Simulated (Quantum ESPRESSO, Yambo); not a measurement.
CsCdF₃ (cubic perovskite, space group Pm-3m, No. 221): one geometry, one set of LDA (Quantum ESPRESSO, PseudoDojo norm-conserving, 102 Ry, without SOC) orbitals, self-energies from Yambo (4×4×4 Γ-centred k mesh, bands 5 to 139 and a 7 Ry block in the screening, 139 bands in G with the Bruneval-Gonze terminator, plasmon pole fitted at 27.2 eV).

```csv
level,gap R → Γ (eV),direct gap at Γ (eV)
LDA (Quantum ESPRESSO),3.08,4.17
exchange only (Hartree-Fock self-energy on LDA orbitals),[?],[?]
static COHSEX@LDA,[?],[?]
"G0W0@LDA, plasmon pole",6.35,7.61
```

Problem. Some entries are withheld; supply them.

Solution. 
- exchange only (Hartree-Fock self-energy on LDA orbitals), gap R → Γ (eV): 15.08
- exchange only (Hartree-Fock self-energy on LDA orbitals), direct gap at Γ (eV): 16.88
- static COHSEX@LDA, gap R → Γ (eV): 6.95
- static COHSEX@LDA, direct gap at Γ (eV): 8.54

Bare exchange has no screening and gives the widest gap; static COHSEX screens it but leaves out the frequency dependence, which G0W0 restores.

Convergence of the G0W0 settings was not tested.

Geometry of the Materials Project entry, not relaxed at this level; primitive cell a = 4.4868 Å, b = 4.4868 Å, c = 4.4868 Å, α = 90.00°, β = 90.00°, γ = 90.00°.

The structure is a Materials Project entry; no match was found in the copy of COD used, and its stability was not checked.
